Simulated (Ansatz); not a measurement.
A plane-wave DFT run in Ansatz 0.2.0 (scalar-relativistic PAW potentials unless the input names others): input and command.

```yaml
crystal:
  lattice:
    - [-1.5542019896, 1.5542019896, 1.1858710449]
    - [1.5542019896, -1.5542019896, 1.1858710449]
    - [1.5542019896, 1.5542019896, -1.1858710449]
  atoms:
    - { symbol: Cu, position: [0.0, 0.0, 0.0] }
basis:
  ecutwfc: 500
kpoints:
  mp_grid: { grid: [26, 26, 26] }
hamiltonian:
  xc: r2scan
scf:
  occupations: { method: tetrahedron }
output:
  forces: true
  eigenvalues: true
  stress: true
```

```bash
ansatz run input.yaml --threads 1 --pin off --max-ram 2560MiB --backend cpu --events-out ev --progress --plain --runs-dir out
```

Abridged log:
```
Warning: output.forces, output.stress, relax.cell or npt_langevin: where a Kohn–Sham band that disperses or a degenerate level is filled in part under the method tetrahedron, the forces or the stress that this run publishes need not agree with its energy (scf.occupations.method in the input reference, under Limitations); prefer a smearing scheme for the forces or the stress
Basis set: ecut = 500 eV, 293 PW (Γ), exchange–correlation on 80×80×80 points (64 copies of the dense FFT grid, shifted against one another)
Bands: 14, of which v1, the nominal top of the filled ones, is band 10 counted from 1 (9 counted from 0)
Symmetry: 16 space group operations
k-points: 1330 of 17576
SCF iter   1: F=—  HF=-6631.145636 eV  |F-HF|=—  |Δ(HF+E_count)|=         —  Δρ=4.01e-2  dr2=1.01e-1  dr2_τ=8.20e-4  ethr=1.77e-3  ⟨swp⟩=5.0  Hψ=96112  notcnv=0
SCF iter   2: F=—  HF=-6631.134978 eV  |F-HF|=—  |Δ(HF+E_count)|=   1.07e-2  Δρ=1.04e-2  dr2=4.15e-3  dr2_τ=1.19e-3  ethr=5.29e-4  ⟨swp⟩=2.3  Hψ=41013  notcnv=0  defer=487
SCF iter   3: F=—  HF=-6631.128839 eV  |F-HF|=—  |Δ(HF+E_count)|=   6.14e-3  Δρ=6.38e-3  dr2=3.14e-3  dr2_τ=2.33e-5  ethr=2.18e-5  ⟨swp⟩=2.9  Hψ=39223  notcnv=0  defer=487
SCF iter   4: F=—  HF=-6631.127902 eV  |F-HF|=—  |Δ(HF+E_count)|=   9.37e-4  Δρ=8.47e-4  dr2=2.34e-5  dr2_τ=1.92e-6  ethr=1.65e-5  ⟨swp⟩=2.7  Hψ=30288  notcnv=0  defer=487
SCF iter   5: F=—  HF=-6631.127947 eV  |F-HF|=—  |Δ(HF+E_count)|=   4.45e-5  Δρ=1.85e-4  dr2=9.29e-7  dr2_τ=3.95e-8  ethr=1.23e-7  ⟨swp⟩=2.9  Hψ=39034  notcnv=0  defer=487
SCF iter   6: F=-6631.127952 eV  HF=-6631.127952 eV  |F-HF|=7.63e-8  |Δ(HF+E_count)|=   4.77e-6  Δρ=3.67e-5  dr2=5.64e-8  dr2_τ=2.93e-9  ethr=5.26e-10  ⟨swp⟩=5.5  Hψ=71887  notcnv=0
SCF 1 converged in 6 iterations: F = -6631.127952 eV  dr2 = 5.64e-8
SCF converged after 6 iterations
Stability not checked: this state was not tested for a lower state beside it, because cold or Methfessel-Paxton smearing, or corrected tetrahedra, fill the levels in a way that the test cannot read (fill_not_monotonic; see scf.lower_state_search)
Free energy (F): -6631.127952 eV
Harris-Foulkes:  -6631.127952 eV  (|F-HF|=7.63e-8)
Internal energy: -6631.127952 eV  (E = F + TS)
E sigma→0 (E₀):  -6631.127952 eV
Fermi energy:    17.282493 eV
--- Forces (eV/Å), atoms counted from 1 ---
  atom   1  Cu     0.00000000     0.00000000     0.00000000
--- Stress (GPa, compression-positive) ---
       -2.637160       0.000000       0.000000
        0.000000      -2.637160       0.000000
        0.000000       0.000000      18.940272
  P = ⅓ Tr σ = 4.5553 GPa (45.553 kbar)
```

Apart from outputs and empty bands, the input differs from a reference run on usual settings in scf.occupations.width: 0.15 → not typed; scf.occupations.method: "gaussian" → "tetrahedron". The reference, at the same geometry (not necessarily relaxed), gave pressure 4.59 GPa, largest force 0.000 eV/Å, no gap on the mesh. This run converged in 6 SCF iterations (reference: 6) with an energy at zero smearing 0.05 meV/atom above the reference's, pressure 4.56 GPa, largest force 0.000 eV/Å, no gap on the mesh.

It took 23 s on 1 thread of Intel(R) Xeon(R) Processor @ 2.70GHz, on a shared host, peak memory 0.58 GiB.